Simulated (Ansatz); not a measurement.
A geometry of CsPbCl3 away from equilibrium: the start of the relaxation of a relaxed CsPbCl3 cell shaken by Gaussian noise of σ = 0.08 Å a coordinate. Calculation: r2SCAN (plane waves to 500 eV, PAW, scalar-relativistic; Ansatz, a program for electronic structure). Γ-centred k-mesh 4×4×4 on the run's cell (coarser than for final values), Fermi–Dirac smearing 0.05 eV.

```xyz
10
Lattice="4.3133 2.4903 6.7809 -4.3133 2.4903 6.7809 0.0000 -4.9805 6.7809" Properties=species:S:1:pos:R:3 pbc="T T T"
Pb    -0.0287    -0.0371     5.0275
Pb     0.0766     0.0431    15.2181
Cs    -0.0190     0.0692     0.1181
Cs     0.0474    -0.1479    10.1865
Cl     1.5802     2.5612    11.7361
Cl    -3.0683     0.1497    11.9462
Cl     1.3569    -2.6486    11.9074
Cl    -1.5575    -2.5004     8.4913
Cl     3.0392    -0.1983     8.5789
Cl    -1.4154     2.5896     8.3888
```

Question: Predict the force on each atom, in eV/Å.

Answer: 
```tsv
atom	Fx	Fy	Fz
Pb1	-0.11	0.42	-0.11
Pb2	-0.27	-0.72	-0.07
Cs3	-0.02	-0.27	-0.18
Cs4	-0.12	0.32	0.02
Cl5	-0.11	-0.04	0.05
Cl6	0.28	-0.25	-0.04
Cl7	0.05	-0.10	0.09
Cl8	0.03	0.14	0.04
Cl9	-0.05	0.28	0.03
Cl10	0.33	0.22	0.16
```

Question: What is the pressure?

Answer: +0.2 GPa, compression positive.

Question: How far above the relaxed end point is this geometry?

Answer: 0.26 eV/atom; the path ends in P-1 (No. 2) at a tolerance of 0.01 Å, C2/m (No. 12) at 0.1 Å.

No spin polarisation in the result.

The end of the path is a generated cell of CsPbCl3: the first start was made by placing the elements on the sites of a structure type, and the end was not matched to a known phase here, so it may be hypothetical. Known forms of CsPbCl3 include space group No. 221.
